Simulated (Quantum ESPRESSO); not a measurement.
pw.x input (Quantum ESPRESSO 7.5; PBEsol, PseudoDojo standard norm-conserving files, scalar-relativistic):

```
&CONTROL
  calculation = 'scf'
  pseudo_dir = './pseudo'
  outdir = './out'
  tprnfor = .true.
  tstress = .true.
/
&SYSTEM
  ibrav = 0
  nat = 4
  ntyp = 2
  ecutwfc = 84.0
  ecutrho = 336.0
  occupations = 'smearing'
  smearing = 'fd'
  degauss = 0.002
  nbnd = 31
/
&ELECTRONS
  conv_thr = 4e-10
/
ATOMIC_SPECIES
S 32.0600 S.upf
Zn 65.3800 Zn.upf
CELL_PARAMETERS angstrom
  3.781975617205   0.000000000000   0.000000000000
 -1.890987808602   3.275286960993   0.000000000000
  0.000000000000   0.000000000000   6.203981554000
ATOMIC_POSITIONS crystal
S   0.333333333000   0.666666667000   0.374630517600
S   0.666666666333   0.333333333667   0.874630517600
Zn   0.333333333000   0.666666667000   0.000369482400
Zn   0.666666666333   0.333333333667   0.500369482400
K_POINTS automatic
9 9 4 0 0 0
```

End of the output:

```

[...]
     the Fermi energy is     8.2116 ev
!    total energy              =    -879.97425400 Ry
     estimated scf accuracy    <          1.3E-12 Ry
     smearing contrib. (-TS)   =      -0.00000000 Ry
     internal energy E=F+TS    =    -879.97425400 Ry
     The total energy is F=E-TS. E is the sum of the following terms:
     one-electron contribution =    -712.10331570 Ry
     hartree contribution      =     366.43443519 Ry
     xc contribution           =    -101.68368660 Ry
     ewald contribution        =    -432.62168688 Ry
     convergence has been achieved in  10 iterations
     Forces acting on atoms (cartesian axes, Ry/au):
     atom    1 type  1   force =    -0.00000000   -0.00000000    0.00002313
     atom    2 type  1   force =    -0.00000000   -0.00000000    0.00002313
     atom    3 type  2   force =     0.00000000    0.00000000   -0.00002313
     atom    4 type  2   force =     0.00000000    0.00000000   -0.00002313
     Total force =     0.000046     Total SCF correction =     0.000001
     Computing stress (Cartesian axis) and pressure
          total   stress  (Ry/bohr**3)                   (kbar)     P=       -0.09
  -0.00000192   0.00000000   0.00000000           -0.28        0.00        0.00
   0.00000000  -0.00000192   0.00000000            0.00       -0.28        0.00
   0.00000000   0.00000000   0.00000193            0.00        0.00        0.28
```
In a gapped system the printed Fermi energy is only some level inside the gap.

Geometry relaxed with PBEsol.
